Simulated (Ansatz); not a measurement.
AlBi₂Se₃:
```xyz
6
Lattice="3.6947 0.0000 0.0000 -1.8473 3.1997 0.0000 0.0000 0.0000 12.0851" Properties=species:S:1:pos:R:3 pbc="T T T"
Se     0.0000     2.1331     7.4698
Bi     1.8473     1.0666     9.9895
Se     0.0000     0.0000     0.0000
Bi     0.0000     2.1331     2.0956
Se     1.8473     1.0666     4.6153
Al     0.0000     0.0000     6.0425
```

Relaxed with PBE+D3(BJ). Special points in fractions of this cell's reciprocal vectors: Γ (0.000, 0.000, 0.000); M (0.500, 0.000, 0.000); K (0.333, 0.333, 0.000); A (0.000, 0.000, 0.500); L (0.500, 0.000, 0.500); H (0.333, 0.333, 0.500).

List the band energies nearest the Fermi level at these points for plane-wave PAW PBE+D3(BJ) with spin–orbit coupling (Ansatz code).

In eV from the Fermi level; about four levels below and three above (degenerate sets whole), none deeper than 8.9 eV; points with the same levels are listed once.

```
k                    below                above
-  -----------------------  -------------------
Γ  -0.64 -0.64 -0.27 -0.27  1.68 1.68 1.95 1.95
M  -1.32 -1.32 -0.42 -0.42  0.14 0.14 1.21 1.21
K  -1.89 -1.89 -0.51 -0.51  0.14 0.14 1.30 1.30
A  -1.08 -1.08 -0.92 -0.92  0.63 0.63 1.50 1.50
L  -2.39 -2.39 -1.55 -1.55  0.04 0.04 0.52 0.52
H  -1.39 -1.39 -0.62 -0.62  0.64 0.64 2.59 2.59
```

Space group P-3m1. A made-up cell: these elements were put on the sites of a structure type; neither database checked (COD, Materials Project) lists it. Its standing as an ambient phase is unchecked. Symmetry was held in the PBE+D3(BJ) relaxation; of distortions, only those at the zone centre were tested, and some modes there are weakly imaginary. With an odd number of electrons in the cell and no spin polarisation, the count alone makes it a metal.

Potentials: the later of the program's two PAW sets.
